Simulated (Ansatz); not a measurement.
Density of states of a Ti5B7N12 cell (a random packing after short dynamics, relaxed), per eV and atom, broadened by Gaussian smearing of width 0.1 eV and averaged over bins of 0.2 eV, from 8 eV under the Fermi level at most up to where the solved bands end.

The calculation used DFT PBE, scalar-relativistic, plane waves, PAW in Ansatz 0.2.0.

Settings: cutoff 420 eV, Γ-centred mesh 6×6×5 on the computed 24-atom cell, Gaussian smearing of 0.10 eV; no spin polarisation.

```
CELL_PARAMETERS angstrom
5.95594 -0.16104 0.23720
-0.17413 5.76913 0.15281
0.23106 0.16004 6.60897
ATOMIC_POSITIONS crystal
Ti 0.25220 0.32926 0.30702
Ti 0.69794 0.28204 0.48029
Ti 0.55545 0.75918 0.37140
Ti 0.27773 0.64125 0.76810
Ti 0.67256 0.44023 0.05663
N 0.77421 0.86466 0.58291
N 0.65571 0.79196 0.06298
N 0.33523 0.39375 0.00428
N 0.55764 0.50866 0.64373
N 0.50095 0.12277 0.32558
N 0.94747 0.53581 0.79068
N 0.36617 0.98647 0.84578
N 0.80045 0.13739 0.93006
N 0.87401 0.50843 0.27939
N 0.23542 0.65101 0.42425
N 0.03547 0.20324 0.55395
N 0.00539 0.94608 0.24722
B 0.77079 0.63938 0.68454
B 0.04263 0.69352 0.31112
B 0.84463 0.96192 0.09150
B 0.95943 0.99578 0.47530
B 0.25699 0.20398 0.88112
B 0.99913 0.27174 0.77609
B 0.58672 0.97221 0.91822
```

```
E − E_F (eV) total N 2p Ti 3d B 2p N 2s
       -7.95  0.186  0.106  0.011  0.045  0.007
       -7.75  0.207  0.118  0.014  0.050  0.008
       -7.55  0.314  0.183  0.025  0.066  0.014
       -7.35  0.355  0.208  0.029  0.074  0.017
       -7.15  0.406  0.242  0.033  0.084  0.019
       -6.95  0.354  0.213  0.030  0.071  0.016
       -6.75  0.374  0.228  0.034  0.071  0.017
       -6.55  0.368  0.227  0.034  0.068  0.017
       -6.35  0.279  0.173  0.025  0.052  0.011
       -6.15  0.403  0.253  0.039  0.074  0.012
       -5.95  0.421  0.267  0.045  0.074  0.012
       -5.75  0.394  0.251  0.045  0.066  0.011
       -5.55  0.382  0.245  0.049  0.058  0.012
       -5.35  0.449  0.290  0.061  0.061  0.014
       -5.15  0.383  0.249  0.058  0.048  0.010
       -4.95  0.483  0.314  0.083  0.054  0.010
       -4.75  0.446  0.300  0.076  0.041  0.009
       -4.55  0.434  0.300  0.073  0.032  0.009
       -4.35  0.491  0.344  0.087  0.028  0.009
       -4.15  0.488  0.344  0.089  0.025  0.009
       -3.95  0.553  0.393  0.101  0.029  0.009
       -3.75  0.557  0.398  0.100  0.031  0.010
       -3.55  0.569  0.407  0.104  0.030  0.010
       -3.35  0.613  0.439  0.115  0.031  0.009
       -3.15  0.596  0.434  0.107  0.029  0.008
       -2.95  0.630  0.465  0.110  0.028  0.008
       -2.75  0.606  0.456  0.100  0.025  0.007
       -2.55  0.412  0.313  0.065  0.018  0.005
       -2.35  0.232  0.181  0.033  0.010  0.003
       -2.15  0.254  0.202  0.030  0.012  0.003
       -1.95  0.023  0.018  0.003  0.001  0.000
       -1.75  0.122  0.042  0.025  0.041  0.003
       -1.55  0.276  0.101  0.055  0.091  0.005
       -1.35  0.017  0.007  0.003  0.006  0.000
       -1.15  0.000  0.000  0.000  0.000  0.000
       -0.95  0.025  0.003  0.018  0.002  0.000
       -0.75  0.172  0.024  0.126  0.011  0.002
       -0.55  0.173  0.025  0.128  0.010  0.002
       -0.35  0.047  0.007  0.035  0.002  0.000
       -0.15  0.122  0.009  0.101  0.007  0.001
        0.05  0.284  0.022  0.235  0.016  0.003
        0.25  0.279  0.023  0.218  0.025  0.003
        0.45  0.529  0.044  0.420  0.041  0.006
        0.65  0.503  0.041  0.408  0.033  0.005
        0.85  0.558  0.053  0.442  0.039  0.007
        1.05  0.579  0.061  0.450  0.038  0.011
```

The columns after the total are the largest Löwdin projections on the valence shells of the potentials, so they needn't add up, and the weight of a shell that a potential lacks goes to other orbitals. The cell has no gap on the mesh.

Spin polarisation was left out, and a magnetic state may lie lower.

Cost: 2 runs of about 12 core-minutes in all (earlier runs that led there not counted), on Arm Neoverse V2 (shared hosts).